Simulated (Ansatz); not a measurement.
# Kick test of a cell of Zn2Cd3S5

It was reached by relaxing an invented guess, and it needn't be the stable form of this composition.

All numbers below come from DFT PBE, scalar-relativistic, plane waves, PAW in Ansatz 0.2.0. Plane waves to 420 eV, a k mesh through Γ of 10×10×10 on the computed 10-atom cell and Gaussian smearing (0.02 eV); no spin polarisation.

The cell below (10 atoms, space group I-4m2 (No. 119)) is relaxed within its symmetry.

```cif
data_structure
_symmetry_space_group_name_H-M 'P 1'
_symmetry_Int_Tables_number 1
_cell_length_a 14.7378
_cell_length_b 14.7378
_cell_length_c 14.7378
_cell_angle_alpha 164.264
_cell_angle_beta 164.264
_cell_angle_gamma 22.325
_cell_volume 235.39
loop_
_atom_site_label
_atom_site_type_symbol
_atom_site_fract_x
_atom_site_fract_y
_atom_site_fract_z
_atom_site_occupancy
Zn1 Zn 0.65190 0.15190 0.50000 1
Zn2 Zn 0.84810 0.34810 0.50000 1
Cd1 Cd 0.44621 0.94621 0.50000 1
Cd2 Cd 0.05379 0.55379 0.50000 1
Cd3 Cd 0.25000 0.75000 0.50000 1
S1 S 0.80401 0.80401 0.00000 1
S2 S 0.39219 0.39219 0.00000 1
S3 S 0.00000 0.00000 0.00000 1
S4 S 0.60781 0.60781 0.00000 1
S5 S 0.19599 0.19599 0.00000 1
```

For the test it was strained at random (σ = 1.5 % a component), the atoms were moved at random (σ = 0.05 Å), and all was relaxed again on a coarse 4×4×4 mesh (in the run’s order of axes) with 0.10 eV smearing, with no symmetry imposed.

Q: What happens?

A: It returns, within 1 meV/atom of the unmoved cell on that mesh and with the same symmetry when read at 0.1 Å (C2 at 0.01 Å, so small strains and shifts remain). So it is stable against the distortions that fit this cell and that this random move excites. Modes that don't fit the cell aren't tested.
